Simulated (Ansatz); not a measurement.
Name crystals whose computed values (the program Ansatz at the LDA level (PAW)) fall in these windows: highest Γ mode, no LO–TO term (cm⁻¹) 160 to 200; B₀ by P(V) fit (GPa) 39 to 50; Θ_D (K) 170 to 240.



| crystal | highest Γ mode, no LO–TO term (cm⁻¹) | B₀ by P(V) fit (GPa) | Θ_D (K) |
|---|---|---|---|
| InSb, zinc blende | 178 | 46.4 | 200 |
Others may fit too.

The cell was relaxed under the symmetry of its start. Scalar-relativistic: spin–orbit coupling is off unless named, which matters more the heavier the elements.

Potentials: the later of the program's two PAW sets.
